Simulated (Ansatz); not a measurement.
# Data sheet: Yb (DFT)

Yb:
```xyz
1
Lattice="0.0000 2.5337 2.5337 2.5337 0.0000 2.5337 2.5337 2.5337 0.0000" Properties=species:S:1:pos:R:3 pbc="T T T"
Yb     0.0000     0.0000     0.0000
```

Space group Fm-3m (No. 225), fcc (Cu type); conventional cell a = b = c = 5.067 Å, α = β = γ = 90.00°.

Method: PBEsol in the plane-wave PAW code Ansatz. Geometry: relaxed at this level of theory. Other levels are named where they apply.

### Cell and energy

```json
{
  "volume_per_atom": "32.53 Å³",
  "density": "8.83 g/cm³"
}
```

### Electronic structure

```json
{
 "electronic_character": "metallic (no gap)",
 "Density of states at the Fermi level": "0.71 states/eV per atom (mean over ±0.08 eV)"
}
```

### Magnetism

```json
{
 "magnetic_order": "non-magnetic (starting moments vanished)"
}
```

Its a lies over 2 % below tabulated measurements, which for a 4f metal can also mean another valence state (as α- against γ-cerium).

The cell was relaxed with PBEsol under the symmetry of its start. The workflow began spin-polarised and lost its moments. The volume lies over 15 % below that of the usual cell of this phase: another minimum, or an error of the functional. The 4f shell is in the valence. No Hubbard U is applied. Scalar-relativistic: spin–orbit coupling is off unless named, which matters more the heavier the elements.

Potentials: the earlier of the program's two PAW sets. The files were generated under PBE; for other functionals the program regenerates the frozen cores, and for LDA and PBEsol the local potential too.
